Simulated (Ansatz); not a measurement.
Data:

CdF₂:
Space group Fm-3m (No. 225); a = 5.4817 Å, b = 5.4817 Å, c = 5.4817 Å, α = 90.00°, β = 90.00°, γ = 90.00°

```
atom  site  symmetry       x       y       z
----  ----  --------  ------  ------  ------
Cd      4a      m-3m  0.0000  0.0000  0.0000
F       8c      -43m  0.2500  0.2500  0.2500
```
(The calculation used a cell of 3 atoms; values per cell refer to that cell.)

This is the PBE-relaxed structure.

### Question
All from DFT-PBE in the program Ansatz with PAW potentials, unless another level is named. Estimate the gap with spin–orbit coupling.

### Answer
2.91 eV.

### Question
Predict the hole effective mass.

### Answer
2.1, 2.1, 7.4 mₑ (principal values).

### Question
What about the conduction-band minimum?

### Answer
at Γ.

Symmetry was held in the PBE relaxation. Spin–orbit coupling is left out wherever it is not named.

Potentials: the earlier of the program's two PAW sets.
